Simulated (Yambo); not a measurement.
## Optical response of BaCNSCl

```
BaCNSCl
1.0
    5.91309     0.00000     0.00000
    0.00000     4.68980     0.00000
   -1.34865     0.00000     8.80226
C N S Cl Ba
2 2 2 2 2
Direct
  0.39394   0.25000   0.84562
  0.60606   0.75000   0.15438
  0.57901   0.25000   0.80905
  0.42099   0.75000   0.19095
  0.85986   0.75000   0.10390
  0.14014   0.25000   0.89610
  0.74783   0.25000   0.45163
  0.25217   0.75000   0.54837
  0.78990   0.75000   0.69859
  0.21010   0.25000   0.30141
```

Yambo, RPA with local fields on PBEsol bands shifted by a G0W0 scissor of 2.37 eV; 4×4×2 mesh, 175 bands, 3 Ry local-field block, 0.2 eV broadening; field along x.

| E (eV) | Im ε | Re ε | Im ε, independent particles |
|---|---|---|---|
| 0.0 | 0.00 | 3.23 | 0.00 |
| 0.5 | 0.00 | 3.24 | 0.01 |
| 1.0 | 0.01 | 3.25 | 0.02 |
| 1.5 | 0.01 | 3.28 | 0.03 |
| 2.0 | 0.02 | 3.33 | 0.04 |
| 2.5 | 0.03 | 3.38 | 0.05 |
| 3.0 | 0.03 | 3.46 | 0.06 |
| 3.5 | 0.04 | 3.56 | 0.09 |
| 4.0 | 0.06 | 3.69 | 0.12 |
| 4.5 | 0.08 | 3.85 | 0.16 |
| 5.0 | 0.11 | 4.08 | 0.24 |
| 5.5 | 0.15 | 4.39 | 0.40 |
| 6.0 | 0.25 | 4.87 | 0.81 |
| 6.5 | 0.59 | 5.73 | 2.71 |
| 7.0 | 2.36 | 6.32 | 11.1 |
| 7.5 | 2.89 | 6.13 | 10.9 |
| 8.0 | 4.72 | 5.43 | 7.28 |
| 8.5 | 5.77 | 4.18 | 4.10 |
| 9.0 | 5.36 | 2.17 | 3.32 |
| 9.5 | 4.95 | 1.22 | 4.16 |
| 10.0 | 4.38 | 0.47 | 3.75 |
| 10.5 | 3.64 | 0.00 | 3.33 |
| 11.0 | 2.94 | 0.38 | 2.64 |
| 11.5 | 2.83 | 0.20 | 2.67 |
| 12.0 | 2.23 | 0.00 | 2.12 |
| 12.5 | 2.14 | 0.29 | 2.21 |
| 13.0 | 1.92 | 0.29 | 2.13 |
| 13.5 | 1.88 | 0.28 | 1.88 |
| 14.0 | 1.80 | 0.40 | 1.44 |
| 14.5 | 1.76 | 0.01 | 1.46 |
| 15.0 | 1.35 | 0.16 | 1.60 |
| 15.5 | 1.23 | 0.39 | 1.79 |
| 16.0 | 1.37 | 0.42 | 1.58 |
| 16.5 | 1.41 | 0.26 | 1.20 |
| 17.0 | 1.10 | 0.24 | 1.00 |
| 17.5 | 1.03 | 0.35 | 1.07 |
| 18.0 | 0.97 | 0.41 | 1.39 |
| 18.5 | 0.96 | 0.38 | 1.46 |
| 19.0 | 0.86 | 0.47 | 2.16 |
| 19.5 | 0.78 | 0.57 | 2.66 |
| 20.0 | 0.95 | 0.68 | 2.25 |

Peak heights and small wiggles depend on the k mesh. Convergence of the RPA response with its 4×4×2 mesh was not tested. The scissor comes from a G0W0 run whose convergence isn't established. No excitonic effects at this level.

Geometry of the Materials Project entry, not relaxed at this level.
